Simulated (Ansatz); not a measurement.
Given:

ScSi:
```cif
data_Sc4Si4
_chemical_formula_sum 'Sc4 Si4'
_space_group_name_H-M_alt 'Cmcm'
_space_group_IT_number 63
_space_group_name_Hall '-C 2c 2'
_cell_length_a 3.95156
_cell_length_b 9.82136
_cell_length_c 3.63593
_cell_angle_alpha 90.000
_cell_angle_beta 90.000
_cell_angle_gamma 90.000
loop_
_space_group_symop_operation_xyz
  'x, y, z'
  '-x, -y, -z'
  '-x, -y, z+1/2'
  'x, y, -z+1/2'
  'x, -y, -z'
  '-x, y, z'
  '-x, y, -z+1/2'
  'x, -y, z+1/2'
  'x+1/2, y+1/2, z'
  '-x+1/2, -y+1/2, -z'
  '-x+1/2, -y+1/2, z+1/2'
  'x+1/2, y+1/2, -z+1/2'
  'x+1/2, -y+1/2, -z'
  '-x+1/2, y+1/2, z'
  '-x+1/2, y+1/2, -z+1/2'
  'x+1/2, -y+1/2, z+1/2'
loop_
_atom_site_label
_atom_site_type_symbol
_atom_site_symmetry_multiplicity
_atom_site_Wyckoff_symbol
_atom_site_fract_x
_atom_site_fract_y
_atom_site_fract_z
_atom_site_occupancy
Sc1 Sc 4 c 0.00000 0.13906 0.75000 1
Si1 Si 4 c 0.00000 0.58159 0.25000 1
```
(The calculation used a cell of 4 atoms; values per cell refer to that cell.)

This is the PBEsol-relaxed structure.

**Question.** All from the program Ansatz at the PBEsol level (PAW), unless another level is named. Predict the electronic character.

**Answer.** metallic (no gap).

**Question.** Give the formation energy from the elements (no fitted shifts).

**Answer.** -0.91 eV/atom.

**Question.** Predict the density of states at the Fermi level.

**Answer.** 0.53 states/eV per atom (mean over ±0.08 eV).

The workflow started from a Materials Project entry (that database holds measured and hypothetical structures alike); the Crystallography Open Database copy checked does not list it. Whether it is the stable phase at ambient conditions was not checked. The cell was relaxed with PBEsol under the symmetry of its start; whether a distortion lowers the energy is not shown. The run is not spin-polarised. The references are the lowest solids computed at this level, not always the standard phases.

Potentials: the earlier of the program's two PAW sets. The files were generated under PBE; for other functionals the program regenerates the frozen cores, and for LDA and PBEsol the local potential too.
